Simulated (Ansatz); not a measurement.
Space group Im-3m (No. 229). a = 5.918 Å, b = 5.918 Å, c = 5.918 Å, α = 90.00°, β = 90.00°, γ = 90.00°
```json
{"atom": "Sb", "site": "6b", "symmetry": "4/mm.m", "x": "0.5000", "y": "0.0000", "z": "0.0000"}
{"atom": "Au", "site": "2a", "symmetry": "m-3m", "x": "0.0000", "y": "0.0000", "z": "0.0000"}
```

Equation of state of this Sb3Au structure (not necessarily the ground state), with shape and atoms relaxed at each volume where symmetry leaves them free. It has no gap at any of these volumes. Computed with Ansatz, DFT r2SCAN, scalar-relativistic, plane waves, PAW.

Cutoff 500 eV; k points 10×10×10 on the computed 4-atom cell (Γ-centred); Gaussian smearing, width 0.10 eV; no spin polarisation.

```tsv
V (Å³/atom)	E − E(largest V) (meV/atom)	P (GPa)
22.800	61.54	13.07
23.578	8.74	8.85
24.355	-25.40	5.35
25.132	-44.02	2.43
25.909	-49.68	-0.01
26.687	-44.52	-2.05
27.464	-30.35	-3.74
28.500	0.00	-5.57
```

Q: Fit a third-order Birch–Murnaghan equation to E(V).

A: V0 = 25.90 Å³/atom, B0 = 74 GPa, B0' = 5.0.

Spin-orbit coupling is left out, which matters for the bands of heavy elements.

Cost: 8 runs of about 4.3 core-minutes in all, on Arm Neoverse V2 (shared hosts).